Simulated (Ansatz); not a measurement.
Barrier of one jump, H in TiO2

Method: DFT r2SCAN, scalar-relativistic, plane waves, PAW in Ansatz. (500 eV cutoff, 2×2×2 k-mesh, Gaussian smearing of 0.02 eV, no spin polarisation)

Host crystal, relaxed:

```
Ti O
1.0
     4.59645    0.00000    0.00000
     0.00000    4.59645    0.00000
     0.00000    0.00000    2.95405
Ti O
2 4
Direct
  0.50000 0.50000 0.00000
  0.00000 0.00000 0.50000
  0.69536 0.69536 0.50000
  0.80464 0.19536 0.00000
  0.19536 0.80464 0.00000
  0.30464 0.30464 0.50000
```

In a supercell of 24 host sites with charge +1, interstitial H hops to an equivalent place, moving 0.88 Å between the relaxed ends. Climbing-image nudged elastic band at fixed cell with images 0 (start) to 6 (end), the path measured over all atoms, converged to 0.05 eV/Å; the order of the saddle wasn't checked, and the small cell leaves errors of about a tenth of an eV. Zero-point motion and tunnelling, which matter for H, are left out. At the top the atom squeezes straight between two others, where symmetry can hold a band on a ridge, so a bent path, such as one by way of a neighbouring hole, may have a much lower barrier.

Supercell rows in host cell vectors: 1 -1 0; -1 -1 0; 0 1 -2. H was set at (0.000, 0.500, 0.250) of the host cell.

At the relaxed start H has 1 O at 0.98 Å.

(1) How high is the barrier, and where does the atom pass?

## Answers

(1) 0.43 eV at image 3, where H has 2 O at 1.25 Å, 4 O at 2.34 Å, 2 Ti at 2.48 Å.

Cost: 1 run of about 34 core-minutes, on Intel Xeon Platinum 8259CL (Skylake/Cascade Lake) (shared hosts).